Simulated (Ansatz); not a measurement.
Relaxed-ion elastic tensor of BW₂ in space group I4/mcm (No. 140; B on 4a, W on 8h) in GPa (Voigt order), the program Ansatz at the PBEsol level (PAW); density 17.27 g/cm³, 12.13 Å³ per atom.

|  | 1 | 2 | 3 | 4 | 5 | 6 |
|---|---|---|---|---|---|---|
| 1 | 576 | 218 | 247 | 0.0 | 0.0 | 0.0 |
| 2 | 218 | 576 | 247 | 0.0 | 0.0 | 0.0 |
| 3 | 247 | 247 | 553 | 0.0 | 0.0 | 0.0 |
| 4 | 0.0 | 0.0 | 0.0 | 167 | 0.0 | 0.0 |
| 5 | 0.0 | 0.0 | 0.0 | 0.0 | 167 | 0.0 |
| 6 | 0.0 | 0.0 | 0.0 | 0.0 | 0.0 | 194 |

Task: Is the crystal mechanically stable?

Result: Yes: the smallest eigenvalue of C is 167 GPa.

Task: Work out the Voigt, Reuss and Hill averages.

Result: K_V = 348, K_R = 348, K_H = 348; G_V = 172, G_R = 171, G_H = 171 GPa.

Task: Give Young's modulus, Poisson's ratio, Pugh's ratio and the universal anisotropy index.

Result: E = 9KG/(3K + G) = 441 GPa; ν = 0.29; K/G = 2.03 (ductile by the Pugh limit of 1.75); A_U = 5G_V/G_R + K_V/K_R − 6 = 0.03.

Task: Estimate the sound speeds and the Debye temperature.

Result: v_l = √((K + 4G/3)/ρ) = 5780 m/s, v_t = √(G/ρ) = 3150 m/s, mean 3510 m/s; Θ = (h/k)(3n/4πV)^(1/3) v_m = 455 K.

Task: Solve the Christoffel equation for the three sound speeds along x, y, z.

Result: Eigenvalues of C_ijkl n_j n_l equal ρv². In km/s, slowest first: x 3.11, 3.35, 5.78; y 3.11, 3.35, 5.78; z 3.11, 3.11, 5.66.

Task: How much does each axis shrink under pressure?

Result: Linear compressibilities β_i = Σ_j S_ij (j = 1 to 3): x 0.96, y 0.96, z 0.95 per TPa.

The workflow started from a Materials Project entry (that database holds measured and hypothetical structures alike); the Crystallography Open Database files this formula in space group No. 140, but the cells were not matched. Its standing as an ambient phase is unchecked. The PBEsol relaxation kept the symmetry of its start; its stability against distortions is not shown here. No spin polarisation was allowed. As this level gives no gap, shear constants depend on the k-mesh and smearing (Fermi–Dirac, 0.1 eV here). On the denser mesh and wider smearing of the elastic run this cell carries a stress of 0.3 GPa. Spin–orbit coupling is left out wherever it is not named.

Potentials: the later of the program's two PAW sets.
